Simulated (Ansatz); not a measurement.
**NbRu$_{3}$: stiffness from a series of strains**

```
CELL_PARAMETERS angstrom
3.88000 0.00000 0.00000
0.00000 3.88000 0.00000
0.00000 0.00000 3.88000
ATOMIC_POSITIONS crystal
Nb 0.00000 0.00000 0.00000
Ru 0.00000 0.50000 0.50000
Ru 0.50000 0.00000 0.50000
Ru 0.50000 0.50000 0.00000
```

Atom numbers follow the list: Nb1, Ru2, Ru3, Ru4.

The geometry is COD entry 2310239, unchecked; take it as a test cell.

Spin polarisation is left out, and whether a magnetic state lies lower isn't shown here.

Theory: DFT, LDA, all-electron LAPW, scalar-relativistic in Ansatz 0.2.0.

The runs use a Γ-centred 9×9×9 k mesh, Fermi–Dirac smearing of 0.05 eV, basis error target 1 meV/atom, no spin polarisation.

The strain is applied along the Cartesian axes of the cell as listed (the other components stay zero). Fractional coordinates are held (clamped ions).

σ is the change of stress from the unstrained cell, which is at -11.39 GPa; tension is positive, so slopes are stress–strain coefficients at that pressure. In a metal the k mesh adds noise.

Only quantities that a quadratic follows smoothly over the whole series are listed; rougher ones are left out.

```
    εzz  σzz (GPa)  σxx (GPa)
-0.0200      -7.65      -4.41
-0.0100      -3.70      -2.14
 0.0000       0.00       0.00
 0.0200       6.97       3.76
```

**Question.** Fit the series and read off the stiffness at zero strain.

**Answer.** Least-squares fits y = p0 + p1 x + p2 x² to the rows give σzz (GPa): p1 = 365, p2 = -890; σxx (GPa): p1 = 204, p2 = -800. So C11 = 365 GPa and C12 = 204 GPa, which gives B = (C11 + 2 C12)/3 = 258 GPa.

**Question.** One run, at εzz = 0.0100, is withheld. Predict its row.

**Answer.** The fits give 3.58, 1.96; the run gave 3.55, 1.97.
